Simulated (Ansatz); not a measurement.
GeMo2N in space group P6_3/mmc (No. 194; Ge on 2d, Mo on 4f, N on 2a), DFT-r²SCAN in the program Ansatz with PAW potentials, all energies at zero smearing, with the estimated change up to a 700 eV cutoff added, with one set of potentials and settings (totals compare only within such a set). Cell of 8 atoms (2 Ge, 4 Mo, 2 N): -29246.374 eV.

```json
[
 {"element": "Ge", "reference phase": "Fd-3m, 2 atoms in the cell", "E (eV/atom)": "-4302.9121"},
 {"element": "Mo", "reference phase": "Im-3m, 1 atoms in the cell", "E (eV/atom)": "-4967.6249"},
 {"element": "N", "reference phase": "Pa-3, 8 atoms in the cell", "E (eV/atom)": "-384.8341"}
]
```

Formation energy per atom, worked out: (-29246.374 − 2×(-4302.9121) − 4×(-4967.6249) − 2×(-384.8341))/8 = -0.048 eV/atom (-5 kJ per mol of atoms), at 0 K, without zero-point energy or fitted corrections.

The start of the workflow was typed in or built on a structure type; neither database checked (COD, Materials Project) lists it. Whether it is the stable phase at ambient conditions was not checked. Symmetry was held in the r²SCAN relaxation; whether a distortion lowers the energy is not shown. Magnetic state: ferromagnetic, the only order run, not a proven ground state. Other orbital occupations within this spin state were not tried. No Hubbard U is applied. The references are the lowest solids computed at this level, not always the standard phases (solids in place of the gases).

Potentials: the earlier of the program's two PAW sets.
